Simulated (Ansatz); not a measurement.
Each is relaxed and computed with PBEsol in the plane-wave PAW code Ansatz. Which is the only metal?
(A) SiC3, P-4m2 (C on 1a, C on 2g, Si on 1c)
(B) B4C, R-3m (B on 18h, B on 18h, C on 6c, C on 3b)
(C) MgO, CsCl type
(D) RuC, CsCl type

D, RuC, CsCl type. RuC: metal; MgO: gap 2.47 eV (indirect); B4C: gap 1.46 eV (indirect); SiC3: gap 1.15 eV (indirect). Constructed cells (a structure type filled with these elements, in neither database checked): RuC, CsCl type. Typed or built starts, not in the databases checked: SiC3, P-4m2 (C on 1a, C on 2g, Si on 1c). Not the usual ambient phase: MgO, CsCl type. Standing as an ambient phase not checked: B4C, R-3m (B on 18h, B on 18h, C on 6c, C on 3b). Unstable at this level: RuC, CsCl type; MgO, CsCl type. All cells were relaxed under the symmetry of their starts (and spin orders); stability against distortions was not tested throughout. Named crystals with no word on spin ran without spin polarisation. Scalar-relativistic: spin–orbit coupling is off unless named, which matters more the heavier the elements.

Potentials: the earlier of the program's two PAW sets. The files were generated under PBE; for other functionals the program regenerates the frozen cores, and for LDA and PBEsol the local potential too.
